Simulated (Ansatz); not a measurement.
In2Se3 in space group P3m1 (No. 156; Pearson symbol hP10), DFT-PBE+D3(BJ) in the program Ansatz with PAW potentials, all energies at zero smearing, with the estimated change up to a 700 eV cutoff added, with one set of potentials and settings (totals compare only within such a set). Cell of 10 atoms (6 Se, 4 In): -55214.127 eV.

| element | reference phase | E (eV/atom) |
|---|---|---|
| Se | P3_121, 3 atoms in the cell | -5469.4069 |
| In | I4/mmm, 1 atoms in the cell | -5598.1790 |

Formation energy per atom, worked out: (-55214.127 − 6×(-5469.4069) − 4×(-5598.1790))/10 = -0.497 eV/atom (-48 kJ per mol of atoms), at 0 K, without zero-point energy or fitted corrections.

The start of the workflow was typed in or built on a structure type; neither database checked (COD, Materials Project) lists it. COD files the formula under space group No. 160, 166, 169, 170. Its standing as an ambient phase is unchecked. Symmetry was held in the PBE+D3(BJ) relaxation; its stability against distortions is not shown here. The references are the lowest solids computed at this level, not always the standard phases.

Potentials: the later of the program's two PAW sets.
